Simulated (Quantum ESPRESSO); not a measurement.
```cif
data_Ga6Se6
_chemical_formula_sum 'Ga6 Se6'
_space_group_name_H-M_alt 'R3m :H'
_space_group_IT_number 160
_space_group_name_Hall 'R 3 -2"'
_cell_length_a 3.78004
_cell_length_b 3.78004
_cell_length_c 23.74290
_cell_angle_alpha 90.000
_cell_angle_beta 90.000
_cell_angle_gamma 120.000
loop_
_atom_site_label
_atom_site_type_symbol
_atom_site_symmetry_multiplicity
_atom_site_Wyckoff_symbol
_atom_site_fract_x
_atom_site_fract_y
_atom_site_fract_z
_atom_site_occupancy
Ga1 Ga 3 a 0.00000 0.00000 0.94831 1
Ga2 Ga 3 a 0.00000 0.00000 0.05131 1
Se1 Se 3 a 0.00000 0.00000 0.23232 1
Se2 Se 3 a 0.00000 0.00000 0.43406 1
```
(The calculation used a cell of 4 atoms; values per cell refer to that cell.)

Cell and atoms were relaxed with PBE+D3(BJ) from Materials Project entry mp-11342, within its symmetry.

### Question
What does PBEsol (Quantum ESPRESSO, PseudoDojo norm-conserving, 86 Ry, without SOC) give for the electronic structure near the Fermi level?

### Answer
The PBEsol gap is direct, 0.64 eV at Z. Spin-orbit splittings are left out.

This is not the ordinary phase of the substance; no match was found in the copy of COD used, and its stability was not checked.
